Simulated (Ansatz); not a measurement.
Consider the following.

As:
```
CELL_PARAMETERS angstrom
      4.58279     0.00000     0.00000
     -2.29139     3.96881     0.00000
      0.00000     0.00000     5.74786
ATOMIC_POSITIONS crystal
  As 0.33333 0.66667 0.03722
  As 0.66667 0.33333 0.53722
  As 0.66667 0.33333 0.96278
  As 0.33333 0.66667 0.46278
```

This is the r²SCAN-relaxed structure.

All from DFT-r²SCAN in the program Ansatz with PAW potentials, unless another level is named. Give the electronic character.

metallic (no gap).

And the density of states at the Fermi level?

0.27 states/eV per atom (mean over ±0.08 eV).

Next, the gap with spin–orbit coupling?

none (metallic).

Space group P6_3/mmc. The cell is a constructed one: a structure type filled with these elements; neither database checked (COD, Materials Project) lists it. It is not the phase usual at ambient conditions (space group No. 166). The r²SCAN relaxation kept the symmetry of its start; whether a distortion lowers the energy is not shown. Scalar-relativistic: spin–orbit coupling is off unless named, which matters more the heavier the elements.

Potentials: the earlier of the program's two PAW sets. The files were generated under PBE; for other functionals the program regenerates the frozen cores, and for LDA and PBEsol the local potential too.
